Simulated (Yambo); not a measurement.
G0W0@PBE for BeTe (zinc blende, space group F-43m, No. 216) in Yambo (4×4×4 mesh, 10 Ry block, plasmon pole, screening fixed), without a terminator:

```json
[
 {"bands N in G": "37", "gap Γ → X (eV)": "3.262", "shift of the valence edge (eV)": "-0.840"},
 {"bands N in G": "66", "gap Γ → X (eV)": "3.328", "shift of the valence edge (eV)": "-1.099"},
 {"bands N in G": "104", "gap Γ → X (eV)": "3.373", "shift of the valence edge (eV)": "-1.217"}
]
```

**Question.** Extrapolate both columns to infinite N with E(N) = E∞ + A/N, test the form, and compare with the terminator.

**Answer.** From two points, E∞ = (N2 E2 − N1 E1)/(N2 − N1). The two largest N give 3.45 eV for the gap and -1.42 eV for the shift; the two smallest give 3.41 eV and -1.43 eV. For the gap the slopes A are -5.6 and -8.1 eV: the form isn't reached, and its limit is uncertain. For the shift the slopes A are 22 and 21 eV: the 1/N form holds. With the Bruneval-Gonze terminator and 104 bands the run gives 3.40 eV and -1.30 eV, 0.05 eV and 0.12 eV from the extrapolated values: the terminator too is an estimate of the remainder. Block, mesh and the bands in W are held fixed.

The standard potential for Te keeps a d shell in the valence without the s and p states of that shell. In tests on such compounds this moved G0W0 gaps by up to about 0.9 eV, so absolute quasiparticle energies here are unreliable; differences between settings are what counts.

Spin-orbit coupling is not included.

Geometry of the Materials Project entry, not relaxed at this level; primitive cell a = 4.0043 Å, b = 4.0043 Å, c = 4.0043 Å, α = 60.00°, β = 60.00°, γ = 60.00°.

A shift is the quasiparticle energy of the state minus its PBE energy.
